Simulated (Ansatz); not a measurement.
# Surface calculation: bcc In (110), 4 layers

The slab is cut from the bcc crystal, which needn't be the stable phase, as relaxed on PAW files (25.84 Å³/atom), with 16 Å of vacuum and a dipole correction:

```
CELL_PARAMETERS angstrom
3.22577 0.00000 0.00000
-1.07526 3.04128 0.00000
0.00000 0.00000 23.90150
ATOMIC_POSITIONS crystal
In 0.25000 0.25000 0.33471
In 0.75000 0.75000 0.44490
In 0.25000 0.25000 0.55510
In 0.75000 0.75000 0.66529
```

All numbers are PBEsol results (scalar-relativistic) from Ansatz 0.2.0, with a Γ-centred 12×12×1 k mesh, Fermi–Dirac smearing of 0.1 eV, no spin polarisation. Methods: LAPW: all electrons, basis error target 1 meV/atom; PAW: frozen-core files, cutoff 420 eV.

The bulk energy comes from a cell in the slab's orientation on a 12×12×7 mesh. The surface energy is (E(slab) − N·E(bulk))/2A at zero smearing, the mean of both faces; thin slabs carry quantum-size effects.

The PAW files were made under PBE. The cell is 1×1, so reconstructions are forbidden, and in slabs of four or five layers the relaxations can be far larger than at a real surface.

**Question.** As cut, the LAPW slab lies 0.543 eV above 4 atoms of bulk. What surface energy is that?

**Answer.** Over two faces of 9.81 Å² it is 27.7 meV/Å², and times 16.02 J/m² per eV/Å² that gives γ = 0.443 J/m².

| method | γ as cut (J/m²) | γ relaxed (J/m²) | Φ as cut (eV) | Φ relaxed (eV) |
| --- | --- | --- | --- | --- |
| LAPW | 0.443 | 0.429 | 3.76 | 3.83 |
| PAW | 0.443 | 0.428 | 3.76 | 3.83 |

**Question.** How do the spacings between the planes relax?

**Answer.** From the bottom face up: d12 -1.7 % of 2.634 Å, d23 -4.6 % of 2.634 Å, d34 -1.7 % of 2.634 Å.

**Question.** What changes if the images along the normal are cut off in place of the dipole correction?

**Answer.** LAPW then gives: no gap, work function 3.83 eV; PAW: no gap, work function 3.83 eV.
